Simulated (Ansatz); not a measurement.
C (graphite, P6_3/mmc) at seven volumes, PBE+D3(BJ) (plane waves, PAW; program Ansatz), shape and atoms relaxed at each. One row is withheld.

```tsv
V (Å³/atom)	P (GPa)
8.085	4.86
8.351	2.68
8.618	1.09
8.884	0.00
9.151	?
9.417	-1.28
9.684	-1.58
```

Question: Fit the shown pressures and predict the withheld one.

Answer: P = (3/2)B₀(x^(7/2) − x^(5/2))[1 + (3/4)(B′ − 4)(x − 1)] with x = (V₀/V)^(2/3). Least squares on the six rows gives V₀ = 8.878 Å³/atom, B₀ = 31.5 GPa, B′ = 11.54. At V = 9.151, x = 0.9800 and P = -0.80 GPa. The run itself gave -0.78 GPa.

The cell was relaxed with PBE+D3(BJ) under the symmetry of its start.

Potentials: the earlier of the program's two PAW sets.
